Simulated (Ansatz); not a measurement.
# Equation of state of Si₂Mo

```
CELL_PARAMETERS angstrom
-1.60000 1.60000 3.93050
1.60000 -1.60000 3.93050
1.60000 1.60000 -3.93050
ATOMIC_POSITIONS crystal
Si 0.33300 0.33300 0.00000
Si 0.66700 0.66700 0.00000
Mo 0.00000 0.00000 0.00000
```

The geometry is COD entry 1010282, unchecked; take it as a test cell. It is an old determination, and later ones may differ.

Levels of theory: DFT, PBEsol, all-electron LAPW, scalar-relativistic (Ansatz 0.2.0); DFT, PBEsol, PAW with Ansatz's default frozen-core files, scalar-relativistic (Ansatz 0.2.0).

For LAPW: a Γ-centred 12×12×16 k mesh, Fermi–Dirac smearing of 0.03 eV, basis error target 1 meV/atom, no spin polarisation; this mesh doesn't keep the crystal's whole symmetry, which leaves small spurious terms. PAW takes a cutoff of 420 eV at this cell (files made with PBE, cores remade for this functional). The Ansatz runs share mesh, smearing and spin set-up. Plane-wave (PAW) pressures include the program's estimate of the Pulay term.

The cell above is scaled evenly, with fractional coordinates and shape held.

| V/V(cell) | V (Å³/atom) | P, LAPW (GPa) | P, PAW (GPa) | free energy over the lowest listed, PAW (meV/atom) |
| --- | --- | --- | --- | --- |
| 0.9400 | 12.611 | 12.23 | 12.21 | 22.7 |
| 0.9800 | 13.148 | 1.74 | 1.71 | 0.0 |
| 1.0000 | 13.416 | -2.71 | -2.75 | 0.9 |
| 1.0100 | 13.550 | -4.75 | -4.79 | 4.1 |
| 1.0400 | 13.953 | ? | ? | ? |

Fill in the row V/V(cell) = 1.0400.

P, LAPW (GPa) = -10.26, P, PAW (GPa) = -10.31, free energy over the lowest listed, PAW (meV/atom) = 23.3.

What do Birch–Murnaghan fits to the pressures give?

LAPW: V0 = 13.25 Å³/atom, B0 = 222 GPa, B0′ = 4.4; PAW: V0 = 13.25 Å³/atom, B0 = 223 GPa, B0′ = 4.4.

PAW's V0 lies -0.02 % from the all-electron value and its B0 0.1 %. With shape and internal coordinates held, B0 is an upper bound to the relaxed modulus.
